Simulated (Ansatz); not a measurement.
# A crystal of cell content C12H8F4 at more than one level of theory

Plane-wave PAW calculations in Ansatz, scalar-relativistic unless spin-orbit coupling is named; Γ-centred meshes, relaxations with the symmetry kept. Pressure is positive in compression. No spin polarisation at the first level.

Cutoff 420 eV; k points 4×4×4 on the computed 24-atom cell (Γ-centred); Gaussian smearing, width 0.02 eV; no spin polarisation.

Structure relaxed with PBE+D3(BJ):

Space group P2_1/c (No. 14). a = 5.872 Å, b = 6.324 Å, c = 7.031 Å, α = 90.00°, β = 101.01°, γ = 90.00°
```
atom site symmetry x y z
   H    4e         1  0.6043  0.1459  0.1467
   H    4e         1  0.9021  0.4360  0.1812
   C    4e         1  0.3381  0.3433  0.9827
   C    4e         1  0.5608  0.3012  0.0838
   C    4e         1  0.7265  0.4617  0.1014
   F    4e         1  0.1767  0.1858  0.9634
```

Question: What changes with r2SCAN+D3(BJ) (relaxed anew)?

Answer:
```csv
level,cell,cutoff (eV),k mesh,primitive cell,V (Å³/atom),P (GPa; residual where relaxed),gap on mesh (eV)
PBE+D3(BJ),relaxed,420,4×4×4,"a = 5.87 Å, b = 6.32 Å, c = 7.03 Å, α = 90.00°, β = 101.01°, γ = 90.00°",10.7,0.00,3.95
r2SCAN+D3(BJ),relaxed,500,4×4×4,"a = 5.76 Å, b = 6.14 Å, c = 6.93 Å, α = 90.00°, β = 100.85°, γ = 90.00°",10.0,0.01,4.21
```

The D3 damping used with r2SCAN was fitted together with a three-body term that is left out here.

Cost: 2 runs of about 23 core-minutes in all, on Arm Neoverse V1 (shared hosts).